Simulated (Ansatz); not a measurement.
TaF3:
```yaml
crystal:
  lattice:
    - [4.09004, 0.00000, 0.00000]
    - [0.00000, 4.09004, 0.00000]
    - [0.00000, 0.00000, 4.09004]
  atoms:
    - { symbol: Ta, position: [0.00000, 0.00000, 0.00000] }
    - { symbol: F, position: [0.50000, 0.00000, 0.00000] }
    - { symbol: F, position: [0.00000, 0.50000, 0.00000] }
    - { symbol: F, position: [0.00000, 0.00000, 0.50000] }
```

Relaxed with r²SCAN. Special points in fractions of this cell's reciprocal vectors: Γ (0.000, 0.000, 0.000); X (0.000, 0.500, 0.000); M (0.500, 0.500, 0.000); R (0.500, 0.500, 0.500).

Question: List the band energies nearest the Fermi level at these points for the program Ansatz at the r²SCAN with spin–orbit coupling level (PAW).

Answer: In eV from the Fermi level; about four levels below and three above (degenerate sets whole), none deeper than 8.9 eV; points with the same levels are listed once.

```json
[
 {"k": "Γ", "below": "-0.63 -0.63 -0.04 -0.04", "above": "2.28 2.28 2.28 2.28"},
 {"k": "X", "below": "-8.82 -8.82 -0.90 -0.90", "above": "0.14 0.14 0.46 0.46"},
 {"k": "M", "below": "-8.30 -8.30", "above": "0.20 0.20 0.46 0.46"},
 {"k": "R", "below": "-8.29 -8.29 -8.29 -8.29", "above": "1.22 1.22 1.22 1.22"}
]
```

Space group Pm-3m (ReO3 type). The workflow started from an entry of the Crystallography Open Database (COD). Its standing as an ambient phase is unchecked. The r²SCAN relaxation kept the symmetry of its start; whether a distortion lowers the energy is not shown. The run is not spin-polarised. The volume moved by 15 % from the start of the relaxation.

Potentials: the later of the program's two PAW sets.
